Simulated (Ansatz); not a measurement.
## Elastic constants of ZrB$_{2}$ (P6/mmm) under pressure

```
Zr B
1.0
     3.15520    0.00000    0.00000
    -1.57760    2.73249    0.00000
     0.00000    0.00000    3.50638
Zr B
1 2
Direct
  0.00000 0.00000 0.00000
  0.33333 0.66667 0.50000
  0.66667 0.33333 0.50000
```

This is the zero-pressure cell. At each pressure cell and atoms are relaxed in this structure, and the constants are slopes of the stress at strains of ±0.005 with relaxed ions (the coefficients that govern stability under load). Level: PBEsol, PAW on Ansatz 0.2.0's default frozen-core files (fitted under PBE), scalar-relativistic; k mesh 16×16×12, strains of ±0.005, Fermi-Dirac smearing of 0.100 eV, cutoff 420 eV. P is the pressure of the relaxed cell, less that of this one.

```csv
P (GPa),V/V₀,C11 (GPa),C12 (GPa),C13 (GPa),C33 (GPa),C44 (GPa)
0.00,1.0000,587.9,54.5,129.1,452.7,266.3
1.01,0.9960,594.6,56.2,132.3,458.6,269.5
1.99,0.9922,601.1,57.9,135.4,464.4,272.6
4.00,0.9846,614.3,61.3,141.7,475.9,278.8
6.99,0.9738,633.4,66.4,151.0,492.9,287.9
10.02,?,?,?,?,?,?
15.02,0.9473,683.3,80.2,176.0,537.1,311.4
```

Task: Does the bulk modulus from the constants agree with the pressure-volume curve?

Result: A third-order Birch-Murnaghan fit to the volumes shown (F against f, f = [(V₀/V)^(2/3) − 1]/2) gives B₀ = 249.6 GPa and B′ = 3.9. Its −V dP/dV stands beside the Reuss value 1/ΣS_ij (i, j ≤ 3):

```
P (GPa)  from P(V)  from the constants
   0.00      249.6               249.7
   1.01      253.5               253.6
   1.99      257.4               257.5
   4.00      265.2               265.3
   6.99      276.7               276.8
  15.02      307.3               307.0
```

Task: What are the pressure derivatives at zero pressure?

Result: Slopes at V₀ of quadratic fits in −ln(V/V₀) through the first four rows shown, divided by B₀: dC11/dP = 6.7, dC12/dP = 1.7, dC13/dP = 3.2, dC33/dP = 5.9, dC44/dP = 3.2. The mean slopes up to 2.0 GPa are 6.6, 1.7, 3.2, 5.8, 3.2; curvature and scatter of the constants part the two.

Task: Fill the row at 10.02 GPa.

Result: Cubic fits in −ln(V/V₀) through all rows shown give C11 = 652.6, C12 = 71.6, C13 = 160.5, C33 = 509.9, C44 = 296.9 GPa. Computed: V/V₀ = 0.9634, C11 (GPa) = 652.5, C12 (GPa) = 71.5, C13 (GPa) = 160.5, C33 (GPa) = 509.8, C44 (GPa) = 296.9.

Task: Does a shear stiffness soften?

Result: C44 goes from 266.3 to 311.4 GPa; (C11 − C12)/2 goes from 266.7 to 301.6 GPa. Neither ends more than 3 % under its start, and the lattice stays mechanically stable over this range.

Known limits: no other phase was computed; many crystals of this kind change structure within this range, and rows or crossings beyond such a change describe a metastable lattice; frozen-core PAW files fitted under PBE, their cores solved anew for the functional of the run; responses of metals move with mesh and smearing; elastic stability says nothing of phonons or of other phases; phonons weren't checked at these pressures.
